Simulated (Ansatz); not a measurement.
Na (bcc (W type), space group No. 229) at seven volumes, LDA (plane waves, PAW; program Ansatz), scaled uniformly. One row is withheld.

```tsv
V (Å³/atom)	P (GPa)
30.295	1.03
31.294	0.63
32.293	0.29
33.291	0.00
34.290	-0.26
35.289	-0.48
36.288	?
```

### Question
Fit the shown pressures and predict the withheld one.

### Answer
Third-order Birch–Murnaghan: P = (3/2)B₀(x^(7/2) − x^(5/2))[1 + (3/4)(B′ − 4)(x − 1)] with x = (V₀/V)^(2/3). Least squares on the six rows gives V₀ = 33.277 Å³/atom, B₀ = 9.146 GPa, B′ = 3.85. At V = 36.288, x = 0.9439 and P = -0.67 GPa. The run itself gave -0.67 GPa.

Space group Im-3m (bcc (W type)). The cell was relaxed with LDA under the symmetry of its start.

Potentials: the earlier of the program's two PAW sets. The files were generated under PBE; for other functionals the program regenerates the frozen cores, and for LDA and PBEsol the local potential too.
